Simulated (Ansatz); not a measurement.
HfC:
```
CELL_PARAMETERS angstrom
      2.86853     0.00000     0.00000
      0.00000     2.86853     0.00000
      0.00000     0.00000     2.86853
ATOMIC_POSITIONS crystal
  Hf 0.00000 0.00000 0.00000
  C  0.50000 0.50000 0.50000
```

This is the PBEsol-relaxed structure.

Task: All from PBEsol in the plane-wave PAW code Ansatz, unless another level is named. Give the highest zone-centre frequency.

Result: 155 cm⁻¹.

Task: Next, the bulk modulus (Birch–Murnaghan fit)?

Result: 220 GPa.

Space group Pm-3m (CsCl type). The cell is a constructed one: a structure type filled with these elements; neither database checked (COD, Materials Project) lists it. It is not the phase usual at ambient conditions (space group No. 225). The PBEsol relaxation kept the symmetry of its start. At this level the phase is mechanically unstable. The run is not spin-polarised. As this level gives no gap, phonon frequencies hold no LO–TO term and depend on the k-mesh and smearing (Fermi–Dirac, 0.1 eV here). Scalar-relativistic: spin–orbit coupling is off unless named, which matters more the heavier the elements.

Potentials: the later of the program's two PAW sets.
